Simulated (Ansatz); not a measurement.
BN in space group Fmm2 (No. 42; B on 4a, N on 4a) at seven volumes, the program Ansatz at the r²SCAN+D4 level (PAW), shape and atoms relaxed at each. One row is withheld.

```json
[
 {"V (Å³/atom)": "8.196", "P (GPa)": "4.70"},
 {"V (Å³/atom)": "8.466", "P (GPa)": "2.63"},
 {"V (Å³/atom)": "8.736", "P (GPa)": "?"},
 {"V (Å³/atom)": "9.006", "P (GPa)": "-0.01"},
 {"V (Å³/atom)": "9.276", "P (GPa)": "-0.79"},
 {"V (Å³/atom)": "9.547", "P (GPa)": "-1.30"},
 {"V (Å³/atom)": "9.817", "P (GPa)": "-1.66"}
]
```

### Question
Fit the shown pressures and predict the withheld one.

### Answer
P = (3/2)B₀(x^(7/2) − x^(5/2))[1 + (3/4)(B′ − 4)(x − 1)] with x = (V₀/V)^(2/3). Least squares on the six rows gives V₀ = 9.005 Å³/atom, B₀ = 31.3 GPa, B′ = 10.60. At V = 8.736, x = 1.0204 and P = 1.11 GPa. The run itself gave 1.10 GPa.

The workflow started from a Materials Project entry (that database holds measured and hypothetical structures alike); the Crystallography Open Database copy checked does not list it. It is not the phase usual at ambient conditions (space group No. 186, 194, 216). The cell was relaxed with r²SCAN+D4 under the symmetry of its start; its stability against distortions is not shown here.

Potentials: the later of the program's two PAW sets.
